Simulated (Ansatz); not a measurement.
All-electron DFT: LaNb

System: LaNb placed on the sites of the zinc-blende structure (a generated, not necessarily known, phase), then sheared and rattled, one atom being moved towards a neighbour.

PBE on all-electron LAPW: scalar relativity, no spin–orbit coupling, point nuclei (Ansatz). Sampling: 2×2×2 (half-step shift) mesh with 0.15 eV Fermi–Dirac smearing (a coarse mesh, not converged over the zone). In metals such a mesh can move stress, forces and moments by their own size. On this fcc-type cell the shift lowers the mesh's symmetry. The run is spin-unpolarised. Atoms are numbered as listed.

```
CELL_PARAMETERS angstrom
-3.04967 0.04284 3.04769
-0.07961 3.07144 3.01092
-3.07955 3.13808 0.01296
ATOMIC_POSITIONS crystal
La 0.54669 0.55904 0.25008
Nb 0.81107 0.86035 0.51556
```

Question: Predict the output of the run.

Answer: 
Forces (eV/Å): La1 (2.156, -0.566, -0.517); Nb2 (-2.156, 0.566, 0.517).

Stress xx yy zz yz xz xy in GPa, positive in compression: -0.09 0.08 0.19 -3.61 5.97 5.15.

* All-electron free energy E − TS (its zero hangs on the relativistic scheme and nucleus): -335061.851 eV
* Pressure: 0.06 GPa
* Largest force: 2.288 eV/Å

**LaNb: forces and stress of a distorted cell**

Cell: LaNb placed on the sites of the zinc-blende structure (a generated, not necessarily known, phase), then sheared and rattled.

Method as above, mesh 2×2×2 with shift 0.5, 0.5, 0.5. No spin polarisation.

```
La Nb
1.0
    -2.94928    0.14350    3.17918
    -0.08262    3.22659    3.24006
    -2.88744    3.10388    0.20534
La Nb
1 1
Direct
  0.39290 0.06513 0.96158
  0.65502 0.31363 0.19079
```

Forces in eV/Å:
```
La1  -0.441 -0.384 -0.351
Nb2   0.441  0.384  0.351
```

Stress xx yy zz yz xz xy in GPa, positive in compression: -5.69 5.53 8.68 1.48 3.01 5.02.

```
All-electron free energy E − TS (its zero hangs on the relativistic scheme and nucleus) : -335061.481 eV
Pressure                                                                                : 2.84 GPa
Largest force                                                                           : 0.682 eV/Å
```
